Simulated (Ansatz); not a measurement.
Cell and atoms are relaxed with the symmetry kept. Start:

```
Fe Co
1.0
     5.72601    0.00000    0.00000
     0.00000    5.72601    0.00000
     0.00000    0.00000    5.72601
Fe Co
15 1
Direct
  0.50000 0.50000 0.50000
  0.50000 0.00000 0.50000
  0.50000 0.50000 0.00000
  0.00000 0.50000 0.50000
  0.50000 0.00000 0.00000
  0.00000 0.00000 0.50000
  0.00000 0.50000 0.00000
  0.24772 0.24772 0.24772
  0.24772 0.75228 0.24772
  0.24772 0.24772 0.75228
  0.75228 0.24772 0.24772
  0.75228 0.75228 0.24772
  0.24772 0.75228 0.75228
  0.75228 0.24772 0.75228
  0.75228 0.75228 0.75228
  0.00000 0.00000 0.00000
```

The calculation used DFT r2SCAN, scalar-relativistic, plane waves, PAW (Ansatz 0.2.0).

Settings: cutoff 500 eV, Γ-centred mesh 6×6×6 on the computed 16-atom cell, Gaussian smearing of 0.10 eV; collinear spin from starting moments 3.08 3.06 3.06 3.06 2.97 2.97 2.97 3.06 3.06 3.06 3.06 3.06 3.06 3.06 3.06 2.1 μB.

**Question.** What does it relax to?

**Answer.** The volume is unchanged to within 0.01 Å³/atom to 11.73 Å³/atom, and the energy changes by under 0.1 meV/atom. The cell ends with a moment of 41.85 μB (only this magnetic start was tried). Final structure:
```
Fe Co
1.0
     5.72528    0.00000    0.00000
     0.00000    5.72528    0.00000
     0.00000    0.00000    5.72528
Fe Co
15 1
Direct
  0.50000 0.50000 0.50000
  0.50000 0.00000 0.50000
  0.50000 0.50000 0.00000
  0.00000 0.50000 0.50000
  0.50000 0.00000 0.00000
  0.00000 0.00000 0.50000
  0.00000 0.50000 0.00000
  0.24777 0.24777 0.24777
  0.24777 0.75223 0.24777
  0.24777 0.24777 0.75223
  0.75223 0.24777 0.24777
  0.75223 0.75223 0.24777
  0.24777 0.75223 0.75223
  0.75223 0.24777 0.75223
  0.75223 0.75223 0.75223
  0.00000 0.00000 0.00000
```

Course of the relaxation (steps run on the plane waves of an earlier cell, and the basis is chosen afresh near the end, so energy and pressure can step there; trial steps that raised the energy were taken back; energies are free energies):

```tsv
step	largest force component (eV/Å)	P (GPa)	V (Å³/atom)
1	0.006	-0.11	11.73
2	0.003	-0.04	11.73
3	0.003	-0.04	11.73
```

The state reached may not be the lowest one. Only parallel moments were tried here.

Cost: 1 run of about 7.8 core-minutes, on Intel Xeon 6975P-C (Granite Rapids) (shared hosts).